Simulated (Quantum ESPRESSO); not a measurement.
# Strain and stress in MgAl3N3O

Calculated results; nothing here was measured. They come from pw.x of Quantum ESPRESSO 7.5, a plane-wave density functional program, with PseudoDojo standard norm-conserving files (v0.5 for PBE, v0.4.1 for LDA and PBEsol). The cells are made up: elements, strain and atom displacements were drawn at random, and nothing was relaxed. There is no spin polarisation, spin-orbit coupling or dispersion term.

The cell has 8 sites of a rocksalt lattice. Sites 1 to 4 hold Mg Al Al Al; sites 5 to 8 hold N O N N. Cell vectors in Å: (4.155, 0.055, -0.031); (0.055, 4.222, 0.014); (-0.031, 0.014, 4.275). Settings: PBE, cutoff 1143 eV, 4 x 4 x 4 k mesh shifted by half a step, Fermi-Dirac smearing of 0.025 eV.

Each run adds the same linear strain along x, y and z to one cell, with the atoms carried along; the vectors above are those of run 4. Stress is positive in tension and P is minus a third of its trace. E is the free energy for each atom above the lowest run shown. The last column is band 21 less band 20 at Gamma, from a band step after each run.

| run | strain (%) | s_xx (GPa) | s_yy (GPa) | s_zz (GPa) | s_xy (GPa) | P (GPa) | E (meV/atom) | level step at Gamma (eV) |
| --- | --- | --- | --- | --- | --- | --- | --- | --- |
| 1 | -2.21 | -13.58 | -7.16 | 1.73 | 7.20 | 6.34 | 5.08 | 2.029 |
| 2 | -1.52 | -8.29 | -2.47 | 5.69 | 7.09 | 1.69 | 0.41 | 1.837 |
| 3 | -1.27 | -6.48 | -0.86 | 7.04 | 7.04 | 0.10 | 0.00 | 1.770 |
| 4 | 0.00 | 1.83 | 6.47 | 13.18 | 6.81 | -7.16 | 8.01 | 1.437 |
| 6 | 1.45 | 9.72 | 13.41 | 18.92 | 6.54 | -14.02 | 35.63 | 1.085 |
| 7 | 2.08 | 12.68 | 16.00 | 21.04 | 6.42 | -16.57 | 53.11 | 0.942 |
| 5 | 0.24 | ? | ? | ? | ? | ? | ? | ? |

A rerun of one of these cells at 1437 eV and k mesh 6 x 6 x 6 moved values by no more than 0.004 eV in the cell's energy, 0.02 GPa in stress and 0.005 eV/Å in force.

## Worked fit

A parabola through the six runs shown gives P = -7.18 - 5.28 e + 0.373 e² GPa, with e in per cent and a scatter of 0.04 GPa. A linear strain of 1 % changes the volume by about 3 %, so the bulk modulus of this cell with clamped atoms is about 176 ± 2 GPa at e = 0. The error is the larger of the fit's own and the change that a cubic makes, rounded up.

## Withheld run

Question: what P should run 5 give?

The fit gives -8.43 GPa. The calculation gave -8.40 GPa.

| run | strain (%) | s_xx (GPa) | s_yy (GPa) | s_zz (GPa) | s_xy (GPa) | P (GPa) | E (meV/atom) | level step at Gamma (eV) |
| --- | --- | --- | --- | --- | --- | --- | --- | --- |
| 5 | 0.24 | 3.25 | 7.72 | 14.22 | 6.76 | -8.40 | 11.27 | 1.377 |